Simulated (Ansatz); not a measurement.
Pt:
```
Pt
1.0
    0.00000     1.94681     1.94681
    1.94681     0.00000     1.94681
    1.94681     1.94681     0.00000
Pt
1
Direct
  0.00000   0.00000   0.00000
```

Relaxed with LDA. Special points in fractions of this cell's reciprocal vectors: Γ (0.000, 0.000, 0.000); X (0.500, 0.000, 0.500); U (0.625, 0.250, 0.625); K (0.375, 0.375, 0.750); L (0.500, 0.500, 0.500); W (0.500, 0.250, 0.750).

### Question
List the band energies nearest the Fermi level at these points for DFT-LDA in the program Ansatz with PAW potentials.

### Answer
In eV from the Fermi level; about four levels below and three above (degenerate sets whole), none deeper than 8.9 eV; … stands for higher levels left out; points with the same levels are listed once.

```json
[
 {"k": "Γ", "below": "-3.96 -3.96 -3.96 -1.69 -1.69", "above": "…"},
 {"k": "X", "below": "-7.36 -6.89", "above": "0.03 0.51 0.51"},
 {"k": "U", "below": "-5.69 -2.99 -1.37 -0.19", "above": "5.72 …"},
 {"k": "L", "below": "-7.62 -4.02 -4.02 -0.60", "above": "0.05 0.05 …"},
 {"k": "W", "below": "-5.89 -4.75 -4.75 -2.10", "above": "0.52 7.15 …"}
]
```

Space group Fm-3m (fcc (Cu type)). The LDA relaxation kept the symmetry of its start. No spin polarisation was allowed. Spin–orbit coupling is left out wherever it is not named.

Potentials: the earlier of the program's two PAW sets. The files were generated under PBE; for other functionals the program regenerates the frozen cores, and for LDA and PBEsol the local potential too.
